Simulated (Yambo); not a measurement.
Absorption of KF (rock salt, space group Fm-3m, No. 225) with and without the electron-hole interaction (Yambo, LDA bands; 10×10×10 mesh, 3 valence and 4 conduction bands, static screening with 21 bands and a 4 Ry block, scissor 4.18 eV, Tamm-Dancoff; field along x).

```tsv
E (eV)	Im ε, BSE	Im ε, independent quasiparticles
8.15	0.14	0.01
8.25	0.17	0.01
8.35	0.21	0.01
8.45	0.27	0.01
8.55	0.36	0.01
8.65	0.49	0.01
8.75	0.74	0.01
8.85	1.20	0.02
8.95	2.18	0.02
9.05	4.07	0.02
9.15	4.96	0.02
9.25	3.06	0.02
9.35	1.65	0.02
9.45	1.00	0.02
9.55	0.71	0.02
9.65	0.57	0.03
9.75	0.53	0.03
9.85	0.58	0.03
9.95	0.75	0.03
10.05	1.05	0.04
10.15	1.20	0.04
10.25	1.50	0.05
10.35	2.43	0.06
10.45	3.48	0.08
10.55	2.89	0.11
10.65	1.73	0.14
10.75	1.07	0.18
10.85	0.79	0.29
10.95	0.71	0.42
11.05	0.72	0.38
11.15	0.78	0.31
11.25	0.84	0.30
11.35	0.87	0.36
11.45	0.86	0.42
11.55	0.84	0.52
11.65	0.76	0.66
11.75	0.78	0.61
11.85	0.87	0.54
11.95	0.99	0.53
12.05	0.90	0.52
12.15	0.90	0.54
12.25	0.93	0.70
12.35	1.00	0.85
12.45	0.92	0.88
12.55	0.94	0.86
12.65	0.87	0.95
12.75	0.84	1.16
12.85	0.86	1.07
12.95	0.79	0.93
13.05	0.80	0.98
13.15	0.64	1.11
13.25	0.57	1.21
13.35	0.57	1.30
13.45	0.55	1.33
13.55	0.57	1.24
13.65	0.50	1.19
13.75	0.49	1.32
13.85	0.49	1.55
13.95	0.42	1.61
14.05	0.44	1.48
14.15	0.43	1.46
14.25	0.45	1.52
14.35	0.51	1.53
14.45	0.48	1.63
14.55	0.51	1.73
14.65	0.52	1.73
14.75	0.56	1.68
14.85	0.55	1.56
14.95	0.48	1.53
15.05	0.50	1.49
```

The scissor comes from a G0W0 run whose convergence isn't established. Broadening 0.15 eV. The band window holds all transitions up to 16.8 eV. Fine structure above the onset can come from the mesh.

Geometry relaxed with LDA; primitive cell a = b = c = 3.6474 Å, α = β = γ = 60.00°.
